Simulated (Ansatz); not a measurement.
ReS2 (anatase, I4_1/amd) under volume change, plane-wave PAW PBE (Ansatz code), shape and atoms relaxed at each volume.

| V (Å³/atom) | E − E(relaxed) (meV/atom) | P (GPa) |
|---|---|---|
| 18.877 | 78.5 | 14.65 |
| 19.499 | 32.9 | 8.97 |
| 20.121 | 7.8 | 4.11 |
| 20.744 | 0.0 | 0.00 |
| 21.366 | 6.9 | -3.46 |
| 21.988 | 26.1 | -6.34 |
| 22.611 | 55.5 | -8.75 |

### Question
What does a third-order Birch–Murnaghan fit give for V₀, B₀ and B′?

### Answer
V₀ = 20.75 Å³/atom, B₀ = 125 GPa, B′ = 4.7.

A made-up cell: these elements were put on the sites of a structure type; neither database checked (COD, Materials Project) lists it. Its standing as an ambient phase is unchecked. The cell was relaxed with PBE under the symmetry of its start; whether a distortion lowers the energy is not shown. No spin polarisation was allowed. Spin–orbit coupling is left out wherever it is not named.

Potentials: the later of the program's two PAW sets.
